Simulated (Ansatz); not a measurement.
This is a zone-centre phonon calculation by perturbation theory with Ansatz 0.2.0 on β-Si3N4 (relaxed group P6_3/m); the level of theory is PBEsol. The cell was relaxed beforehand with PBEsol.

Input file:
```yaml
crystal:
  lattice:
    - [7.6247622788, 0.0, 0.0]
    - [-3.8123811394, 6.6032378312, 0.0]
    - [0.0, 0.0, 2.910419243]
  atoms:
    - { symbol: Si, position: [0.2324229196, 0.8260485052, 0.75] }
    - { symbol: Si, position: [0.4063744144, 0.2324229196, 0.25] }
    - { symbol: Si, position: [0.8260485052, 0.5936255856, 0.25] }
    - { symbol: Si, position: [0.1739514948, 0.4063744144, 0.75] }
    - { symbol: Si, position: [0.5936255856, 0.7675770804, 0.75] }
    - { symbol: Si, position: [0.7675770804, 0.1739514948, 0.25] }
    - { symbol: "N", position: [0.3333333333, 0.6666666667, 0.75] }
    - { symbol: "N", position: [0.6666666667, 0.3333333333, 0.25] }
    - { symbol: "N", position: [0.9703735744, 0.6700011956, 0.75] }
    - { symbol: "N", position: [0.3003723787, 0.9703735744, 0.25] }
    - { symbol: "N", position: [0.6700011956, 0.6996276213, 0.25] }
    - { symbol: "N", position: [0.3299988044, 0.3003723787, 0.75] }
    - { symbol: "N", position: [0.0296264256, 0.3299988044, 0.25] }
    - { symbol: "N", position: [0.6996276213, 0.0296264256, 0.75] }
kpoints:
  mp_grid: { grid: [6, 6, 6] }
hamiltonian:
  xc: pbesol
scf:
  occupations: { method: fixed }
phonons:
  method: dfpt
  dielectric: true
  qpoints: [[0, 0, 0]]
  rigid_motions: translations
```

Q: It ran on 1 × NVIDIA H100 80GB HBM3 with 2 threads of AMD EPYC 7R13 Processor (Zen 3) (shared host), load about 1.7 per core. About how long did it take, and how much host memory at the peak?

A: About 2.8 min, with a peak of 3.9 GiB.

The log, with set-up remarks and timings taken out:
```
Functional definition: PBEsol
Crystal: 14 atoms, lattice volume = 146.534 Å³
Basis set: ecut = 420 eV, 2859 PW (Γ)
Bands: 46, of which v1, the nominal top of the filled ones, is band 32 counted from 1 (31 counted from 0)
Symmetry: 12 space group operations
k-points: 112 of 216 (irreducible under 1 space group operation, time reversal used)
SCF 1 converged in 9 iterations: F = -6773.800884 eV  dr2 = 2.59e-11
SCF 1 converged in 5 iterations: F = -6773.469912 eV  dr2 = 3.21e-8
WARN: field response: ε∞ stands inside a basis, on 6×6×8 points; the force constants stand on the 6×6×6 k-mesh, whose period is 13.51 times the interband length at k = (0.0000, 0.0000, 0.0000), direct gap 4.393 eV, under 14 […]
SCF converged after 9 iterations
Free energy (F): -6773.800884 eV
Fermi energy:    8.125242 eV
--- Phonons (Γ-DFPT): 8 representative perturbations + reference ---
  Γ frequencies (cm⁻¹): 0.00 0.00 0.00 174.20 174.20 195.17 216.52 216.52 234.91 258.51 292.96 292.96 348.12 386.66 406.34 406.34 428.79 428.79 441.97 539.94 548.90 548.90 600.88 600.88 638.56 707.85 841.09 850.82 850.82 854.51 854.51 868.47 879.05 879.05 910.87 910.87 921.59 1009.36 1009.36 1020.36 1020.36 1040.15
  ε∞ (high-frequency dielectric tensor):
        4.291384     0.000000     0.000000
        0.000000     4.291384     0.000000
        0.000000     0.000000     4.369703
  ε⁰ (static dielectric tensor: ions relaxed, cell fixed):
        8.276564     0.000000     0.000000
        0.000000     8.276564     0.000000
        0.000000     0.000000     8.234423
  ε⁰ − ε∞ (ionic part):
        3.985180     0.000000     0.000000
        0.000000     3.985180     0.000000
        0.000000     0.000000     3.864720
  Born effective charges Z* (e; rows j = field, columns β = displacement):
    site 0:
         3.38045    0.22935    0.00000
         0.20143    3.33190    0.00000
         0.00000    0.00000    3.40132
    site 1:
         3.15750   -0.07271    0.00000
        -0.10064    3.55485    0.00000
         0.00000    0.00000    3.40132
    site 2:
         3.53057   -0.11476    0.00000
        -0.14268    3.18178    0.00000
         0.00000    0.00000    3.40132
    site 3:
         3.53057   -0.11476    0.00000
        -0.14268    3.18178    0.00000
         0.00000    0.00000    3.40132
    site 4:
         3.15750   -0.07271    0.00000
        -0.10064    3.55485    0.00000
         0.00000    0.00000    3.40132
    site 5:
         3.38045    0.22935    0.00000
         0.20143    3.33190    0.00000
         0.00000    0.00000    3.40132
    site 6:
        -2.95522   -0.05296    0.00000
         0.05296   -2.95522    0.00000
         0.00000    0.00000   -1.72487
    site 7:
        -2.95522   -0.05296    0.00000
         0.05296   -2.95522    0.00000
         0.00000    0.00000   -1.72487
    site 8:
        -2.71250   -0.71939    0.00000
        -0.72677   -2.02970    0.00000
         0.00000    0.00000   -2.82636
    site 9:
        -1.57420    0.06957    0.00000
         0.06219   -3.16801    0.00000
         0.00000    0.00000   -2.82636
    site 10:
        -2.82661    0.66089    0.00000
         0.65351   -1.91559    0.00000
         0.00000    0.00000   -2.82636
    site 11:
        -2.82661    0.66089    0.00000
         0.65351   -1.91559    0.00000
         0.00000    0.00000   -2.82636
    site 12:
        -2.71250   -0.71939    0.00000
        -0.72677   -2.02970    0.00000
         0.00000    0.00000   -2.82636
    site 13:
        -1.57420    0.06957    0.00000
         0.06219   -3.16801    0.00000
         0.00000    0.00000   -2.82636
  ε∞ is read to err by 2.7e-2, Z* by 2.1e-2 e
  optical modes at Γ without the LO–TO term, one row a degenerate level:
      ω (cm⁻¹)  modes    IR ((D/Å)²/amu)
        174.20      2             0.0000
        195.17      1             0.0000
        216.52      2             0.0000
        234.91      1             0.0000
        258.51      1             0.0000
        292.96      2             0.0000
        348.12      1             8.6965
        386.66      1             0.0000
        406.34      2            27.9614
        428.79      2             0.0000
        441.97      1             0.0000
        539.94      1             0.0000
        548.90      2            19.1155
        600.88      2             0.0000
        638.56      1             0.0000
        707.85      1             0.0000
        841.09      1           137.0701
        850.82      2             0.0000
        854.51      2             0.0000
        868.47      1             0.0000
        879.05      2           235.4392
        910.87      2             0.0000
        921.59      1             0.0000
       1009.36      2            10.3000
       1020.36      2             0.0000
       1040.15      1             0.0000
  optical modes at Γ + LO–TO along q̂ = [1.0000, 0.0000, 0.0000]:
      ω (cm⁻¹)  modes    IR ((D/Å)²/amu)
        174.20      2             0.0000
        195.17      1             0.0000
        216.52      2             0.0000
        234.91      1             0.0000
        258.51      1             0.0000
        292.96      2             0.0000
        348.12      1             8.6965
        386.66      1             0.0000
        406.34      1            13.9807
        428.79      2             0.0000
        434.63      1             3.3672
        441.97      1             0.0000
        539.94      1             0.0000
        548.90      1             9.5577
        566.98      1             3.5286
        600.88      2             0.0000
        638.56      1             0.0000
        707.85      1             0.0000
        841.09      1           137.0701
        850.82      2             0.0000
        854.51      2             0.0000
        868.47      1             0.0000
        879.05      1           117.7196
        910.87      2             0.0000
        921.59      1             0.0000
        999.37      1             5.7489
       1009.36      1             5.1500
       1020.36      2             0.0000
       1040.15      1             0.0000
       1115.98      1           133.7634
  optical modes at Γ + LO–TO along q̂ = [0.0000, 1.0000, 0.0000]: as above
  optical modes at Γ + LO–TO along q̂ = [0.0000, 0.0000, 1.0000]:
      ω (cm⁻¹)  modes    IR ((D/Å)²/amu)
        174.20      2             0.0000
        195.17      1             0.0000
        216.52      2             0.0000
        234.91      1             0.0000
        258.51      1             0.0000
        292.96      2             0.0000
        370.50      1             2.6485
        386.66      1             0.0000
        406.34      2            27.9614
        428.79      2             0.0000
        441.97      1             0.0000
        539.94      1             0.0000
        548.90      2            19.1155
        600.88      2             0.0000
        638.56      1             0.0000
        707.85      1             0.0000
        850.82      2             0.0000
        854.51      2             0.0000
        868.47      1             0.0000
        879.05      2           235.4392
        910.87      2             0.0000
        921.59      1             0.0000
       1009.36      2            10.3000
       1020.36      2             0.0000
       1040.15      1             0.0000
       1084.84      1           143.1181
```

All optical modes at Γ are real, from 174 to 1040 cm⁻¹ without the longitudinal term; this says nothing of other wave vectors. With the long-range field the highest mode reaches 1116 cm⁻¹. The program warns that the force constants, and all that is formed from them, aren't settled on this k mesh. ε∞: 4.29 along x and y, 4.37 along z. With the ions relaxed, ε⁰ is 8.3 along x and y, 8.2 along z. Born charges, averaged over directions: Si +3.37, N -2.55 to -2.52 e. The program notes that the ground state's band table doesn't vouch for all the bands that the response reads.

The values are computed, spin-unpolarised, and not measurements.
